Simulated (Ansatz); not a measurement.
CdF2 (fluorite), relaxed with r2SCAN, was run in Ansatz under altered settings. All numbers are computed, without spin polarisation but where a row says otherwise.

```yaml
crystal:
  lattice:
    - [0.00000, 2.69418, 2.69418]
    - [2.69418, 0.00000, 2.69418]
    - [2.69418, 2.69418, 0.00000]
  atoms:
    - { symbol: Cd, position: [0.00000, 0.00000, 0.00000] }
    - { symbol: F, position: [0.25000, 0.25000, 0.25000] }
    - { symbol: F, position: [0.75000, 0.75000, 0.75000] }
```

The base run's other keys:
```yaml
kpoints:
  mp_grid: { grid: [4, 4, 4] }
hamiltonian:
  xc: hse06
scf:
  occupations: { method: fixed }
  n_extra_bands: 4
```

It takes 11 iterations with 749 plane waves at 420 eV and 8 k points, and leaves a mean stress of +1.75 GPa. The gap over this mesh is 5.207 eV. It ran on 4 threads of Arm Neoverse N1, with other jobs on the host.

Outcomes, with energy and stress as changes against the base:
```tsv
setting	outcome	ΔF (meV/atom)	Δ mean stress (GPa)	gap on the mesh (eV)	iterations	wall time
PBE hybrid, exx coeff 0.4, omega 0.1 1/Å	converged	–	-2.0	7.160	15	7.4 s
PBE hybrid, exx coeff 0.35, omega 0.5 1/Å	converged	–	-0.7	5.040	15	7.6 s
PBE hybrid, exx coeff 0.05, omega 0.1 1/Å	converged	–	+2.9	3.578	11	6.2 s
PBE hybrid, exx coeff 0.15, omega 0.5 1/Å	converged	–	+1.7	3.908	11	6.4 s
scf.occupations: methfessel_paxton 0.2	converged	0.0	0.0	5.207	11	6.7 s
```
A dash marks a value that wasn't obtained or can't be compared. Stress is positive in compression. The base took 6.7 s.

- PBE hybrid, exx coeff 0.4, omega 0.1 1/Å. That is 40 % exact exchange, screened with ω = 0.1 1/Å, against HSE06's 25 % screened at 0.208 1/Å. The mean stress moves by -2.0 GPa and the gap on the mesh by +1.953 eV (to 7.160). Totals of different functionals aren't comparable. The program warns that on this mesh the truncation of the exchange isn't bounded, so part of the change can be an error of the mesh.
- PBE hybrid, exx coeff 0.35, omega 0.5 1/Å. That is 35 % exact exchange, screened with ω = 0.5 1/Å, against HSE06's 25 % screened at 0.208 1/Å. The mean stress moves by -0.7 GPa and the gap on the mesh by -0.167 eV (to 5.040). Totals of different functionals aren't comparable.
- PBE hybrid, exx coeff 0.05, omega 0.1 1/Å. That is 5 % exact exchange, screened with ω = 0.1 1/Å, against HSE06's 25 % screened at 0.208 1/Å. The mean stress moves by +2.9 GPa and the gap on the mesh by -1.629 eV (to 3.578). Totals of different functionals aren't comparable. The program warns that on this mesh the truncation of the exchange isn't bounded, so part of the change can be an error of the mesh.
- PBE hybrid, exx coeff 0.15, omega 0.5 1/Å. That is 15 % exact exchange, screened with ω = 0.5 1/Å, against HSE06's 25 % screened at 0.208 1/Å. The mean stress moves by +1.7 GPa and the gap on the mesh by -1.300 eV (to 3.908). Totals of different functionals aren't comparable.

Within 1 meV an atom, 0.1 GPa and 0.005 eV of the base stay: scf.occupations: methfessel_paxton 0.2.

Spin-orbit coupling is left out.

The stress of a hybrid is loosely converged in these runs.

The meshes of the hybrids are coarse, so their gaps aren't converged to the digits shown.
